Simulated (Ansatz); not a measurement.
**Cs2InSbBr6: kick along a soft mode, then relaxed**

The calculation used DFT PBEsol, scalar-relativistic, plane waves, PAW (Ansatz 0.2.0). The runs took a 420 eV cutoff, a Γ-centred 6×6×6 mesh and Gaussian smearing (0.15 eV). No spin polarisation. Energies are free energies at this smearing, counted from the undisturbed cell; pressure is positive in compression.

Reference structure (relaxed at this level; it needn't be the usual structure):

```xyz
10
Lattice="0.0000 5.7514 5.7514 5.7514 0.0000 5.7514 5.7514 5.7514 0.0000" Properties=species:S:1:pos:R:3 pbc="T T T"
Cs    8.6271    8.6271    8.6271
Cs    2.8757    2.8757    2.8757
In    5.7514    5.7514    5.7514
Sb    0.0000    0.0000    0.0000
Br    2.7976    5.7514    5.7514
Br    5.7514    5.7514    2.7976
Br    8.7052    5.7514    5.7514
Br    5.7514    2.7976    5.7514
Br    5.7514    8.7052    5.7514
Br    5.7514    5.7514    8.7052
```

The atoms are moved along a zone-centre mode of 17i cm⁻¹ (Å):

```csv
atom,ux,uy,uz
Cs1,0.000,0.000,0.000
Cs2,0.000,0.000,0.000
In3,0.000,0.000,0.000
Sb4,0.000,0.000,0.000
Br5,0.000,0.106,0.106
Br6,-0.106,0.000,0.000
Br7,0.000,-0.106,-0.106
Br8,-0.106,0.000,0.000
Br9,0.106,0.000,0.000
Br10,0.106,0.000,0.000
```

Cell and atoms are then relaxed.

**Question.** Does the relaxation return to the undisturbed structure?

**Answer.** No. It ends 1.4 meV/atom below it, nearly level but in another symmetry or volume. The final space group reads C2/m (tolerance 0.01 Å) and the volume changes by -0.22 %.

Final structure:

```
Cs In Sb Br
1.0
     0.01980    5.79954    5.79954
     5.74044    0.05364    5.76570
     5.74044    5.76570    0.05364
Cs In Sb Br
2 1 1 6
Direct
  0.74553 0.74915 0.74915
  0.25447 0.25085 0.25085
  0.50000 0.50000 0.50000
  0.00000 0.00000 0.00000
  0.80893 0.24149 0.24149
  0.26678 0.21744 0.72978
  0.19107 0.75851 0.75851
  0.26678 0.72978 0.21744
  0.73322 0.27022 0.78256
  0.73322 0.78256 0.27022
```

The relaxation, step by step (energy from the first step; small jumps at an unchanged geometry come where the plane waves are selected anew for the new cell):

| step | ΔE (meV/atom) | largest force component (eV/Å) | pressure (GPa) |
| --- | --- | --- | --- |
| 1 | 0.0 | 0.016 | -0.02 |
| 2 | 0.0 | 0.008 | 0.00 |
| 3 | -0.2 | 0.024 | 0.04 |
| 4 | -0.9 | 0.066 | 0.11 |
| 5 | -0.5 | 0.023 | 0.06 |
| 6 | -1.0 | 0.003 | -0.02 |
| 7 | -1.0 | 0.005 | 0.00 |
| 8 | -1.0 | 0.003 | 0.01 |
| 9 | -1.0 | 0.003 | 0.01 |

Cost: 1 run of about 18 core-minutes, on Arm Neoverse V1 (shared hosts).